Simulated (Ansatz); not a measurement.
# Au (Im-3m), two-dimensional strain map

Theory: DFT PBEsol, scalar-relativistic, plane waves, PAW in Ansatz 0.2.0. Cutoff 420 eV, Γ-centred 20×20×20 k-points, Gaussian smearing of 0.15 eV. Spin–orbit coupling is left out, which can shift energies with elements as heavy as these. No spin polarisation. Energies are free energies at this smearing, counted from the undisturbed cell; pressure is positive in compression.

The undisturbed cell (as given, not relaxed at this level; it stands at -9.4 GPa; this bcc form isn't the usual structure):

```
Au
1.0
    -1.65727    1.65727    1.65727
     1.65727   -1.65727    1.65727
     1.65727    1.65727   -1.65727
Au
1
Direct
  0.00000 0.00000 0.00000
```

The cell is strained by p along both x and y and by q along z, fractional coordinates fixed. Points are written (p, q). At -9 GPa the given cell is far from its own equilibrium, so these figures belong to a strongly strained crystal.

Energy above the undisturbed cell in meV/atom (a dash: not computed):

```
 p \ q  -0.050  -0.025  0.000  0.025  0.050
-0.050    43.4     1.8  -24.0  -36.5  -37.8
-0.025   -24.2   -35.9  -34.7  -23.2   -3.1
 0.000   -35.5   -22.5    0.0   30.6   67.3
 0.025    -4.1    29.0   68.9  114.2  163.9
 0.050    59.1   107.9  161.7  218.8  278.4
```

Pressure in GPa:

| p \ q | -0.050 | -0.025 | 0.000 | 0.025 | 0.050 |
| --- | --- | --- | --- | --- | --- |
| -0.050 | 19.7 | 12.9 | 7.1 | 2.2 | -2.0 |
| -0.025 | 7.0 | 1.8 | -2.5 | -6.1 | -9.2 |
| 0.000 | -2.4 | -6.3 | -9.4 | -12.0 | -14.1 |
| 0.025 | -9.1 | -11.9 | -14.2 | -16.0 | -17.4 |
| 0.050 | -13.8 | -15.8 | -17.3 | -18.5 | -19.4 |